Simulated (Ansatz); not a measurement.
# HO₃: forces and stress of a distorted cell

This is artificial HO₃ built from the Cu3Au structure and then distorted.

PBE, all-electron LAPW in Ansatz, scalar relativity, no spin–orbit coupling, point nuclei. Coarse mesh: 3×3×3 Γ-centred, σ = 0.15 eV (Fermi–Dirac). In metals such a mesh can move stress, forces and moments by their own size. No spin polarisation. The cell's electron count is odd, so a run with spin could end lower. Atoms are numbered as listed.

```
H O
1.0
     3.02949   -0.04268    0.06166
    -0.04268    3.08995   -0.02844
     0.06166   -0.02844    3.06225
H O
1 3
Direct
  0.81432 0.01422 0.25732
  0.78828 0.49593 0.78555
  0.30462 0.02846 0.77182
  0.34149 0.52330 0.31702
```

(1) What forces and pressure does this calculation give?

(2) The same cell and mesh under r2SCAN by all-electron PAW datasets generated for the cell without frozen cores, scalar-relativistic, point nucleus: what changes?

(3) Now LDA (PW92) by all-electron full-potential LAPW, scalar-relativistic, point nucleus at the same geometry. How do the results move?

Results:

(1) 
```tsv
atom	Fx (eV/Å)	Fy (eV/Å)	Fz (eV/Å)
H1	0.055	-0.076	-0.462
O2	0.188	-0.299	0.439
O3	-0.673	-0.226	0.245
O4	0.430	0.601	-0.222
```

Stress xx yy zz yz xz xy in GPa, positive in compression: 0.64 1.45 0.87 -0.36 0.96 -0.87.

```
All-electron E − TS, for this scheme : -6145.313 eV
Pressure                             : 0.99 GPa
Largest force                        : 0.772 eV/Å
```

(2) Beside PBE, the pressure goes down by 4.07 GPa to -3.08 GPa, and the forces move by 0.072 eV/Å (r.m.s. over the atoms).

Forces (eV/Å): H1 (0.071, -0.091, -0.510); O2 (0.154, -0.343, 0.455); O3 (-0.726, -0.243, 0.264); O4 (0.502, 0.677, -0.209).

(3) Compared with PBE, the pressure falls by 12.82 GPa to -11.83 GPa, and the forces move by 0.059 eV/Å (r.m.s. over the atoms).

```json
{"atom": "H1", "Fx (eV/Å)": "0.047", "Fy (eV/Å)": "-0.073", "Fz (eV/Å)": "-0.453"}
{"atom": "O2", "Fx (eV/Å)": "0.132", "Fy (eV/Å)": "-0.313", "Fz (eV/Å)": "0.407"}
{"atom": "O3", "Fx (eV/Å)": "-0.624", "Fy (eV/Å)": "-0.192", "Fz (eV/Å)": "0.209"}
{"atom": "O4", "Fx (eV/Å)": "0.446", "Fy (eV/Å)": "0.577", "Fz (eV/Å)": "-0.163"}
```
